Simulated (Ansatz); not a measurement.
Task: Each is relaxed and computed with PBE in the plane-wave PAW code Ansatz. Which is the only metal?
A. GeS2, anatase
B. SnO, P4/nmm (Sn on 2c, O on 2a)
C. SnGe, rock salt
D. SiGe, R-3m (Si on 6c, Ge on 6c)

Result: C, SnGe, rock salt. SnGe: metal; SnO: gap 0.50 eV (indirect); SiGe: gap 0.38 eV (indirect); GeS2: gap 0.59 eV (indirect). Constructed cells (a structure type filled with these elements, in neither database checked): SnGe, rock salt; GeS2, anatase. Typed or built starts, not in the databases checked: SiGe, R-3m (Si on 6c, Ge on 6c). Weakly bound layers, chains or molecules computed without a dispersion correction, so cells and soft constants are ill determined: SnO, P4/nmm (Sn on 2c, O on 2a). All cells were relaxed under the symmetry of their starts (and spin orders); stability against distortions was not tested throughout. Scalar-relativistic: spin–orbit coupling is off unless named, which matters more the heavier the elements.

Potentials: the later of the program's two PAW sets.
